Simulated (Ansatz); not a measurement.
GaAs (NiAs type, P6_3/mmc) at seven volumes, plane-wave PAW PBEsol (Ansatz code), shape and atoms relaxed at each. One row is withheld.

```csv
V (Å³/atom),P (GPa)
17.149,?
17.715,5.62
18.280,2.56
18.845,-0.01
19.411,-2.20
19.976,-4.05
20.542,-5.57
```

Fit the shown pressures and predict the withheld one.

P = (3/2)B₀(x^(7/2) − x^(5/2))[1 + (3/4)(B′ − 4)(x − 1)] with x = (V₀/V)^(2/3). Least squares on the six rows gives V₀ = 18.840 Å³/atom, B₀ = 79.0 GPa, B′ = 4.69. At V = 17.149, x = 1.0647 and P = 9.27 GPa. The run itself gave 9.25 GPa.

The start of the workflow was typed in or built on a structure type; neither database checked (COD, Materials Project) lists it. It is not the phase usual at ambient conditions (space group No. 216). The cell was relaxed with PBEsol under the symmetry of its start; of distortions, only those at the zone centre were tested.

Potentials: the later of the program's two PAW sets.
